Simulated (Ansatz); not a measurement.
## Two states of LiYbO3

```
O Yb Li
1.0
     5.41537    0.00000    0.00000
    -2.70768    4.68984    0.00000
     0.00000   -3.12656    4.74266
O Yb Li
6 2 2
Direct
  0.12430 0.49990 0.24990
  0.75000 0.87430 0.24990
  0.37560 0.12560 0.24990
  0.25000 0.12560 0.74990
  0.87560 0.49990 0.74990
  0.62430 0.87430 0.74990
  0.00000 0.00000 0.00000
  0.50000 0.00000 0.50000
  0.25000 0.50000 0.75000
  0.75000 0.50000 0.25000
```

Method: PBE; PAW, plane waves to 420 eV, 5×5×5 Γ-centred mesh, fermi-dirac occupations (width 0.0447 eV) (Ansatz 0.2.0), atoms fixed. The cell carries a charge of +2 e on a uniform background.

State A: no moments (no spin polarisation). State B: O1 down, O2 down, O3 down, O4 down, O5 down, O6 down, Yb7 down, Yb8 down (collinear spin).

Question: Which state is lower, and how do they differ?

Answer: State B is lower by 94.3 meV an atom at zero smearing; in free energy at this smearing B lies -88.7 meV an atom from A.

```
state  free energy (meV/atom)  largest moment in a small sphere (μB)  net moment (μB/cell)  gap on mesh (eV)  pressure (GPa)  largest force (eV/Å)
    A                    88.7                                   0.00                  0.00             metal             n/a                  0.49
    B                     0.0                                   1.19                  7.98             metal             n/a                  0.78
```

Origin: a known structure type with other elements, at an estimated volume, so it need not be a known compound. Caveats: semilocal functionals often miss the gap of such magnets; the k mesh is coarse if the cell is a metal; charged cell with a uniform background; f shells without a U or exact exchange are poorly placed.
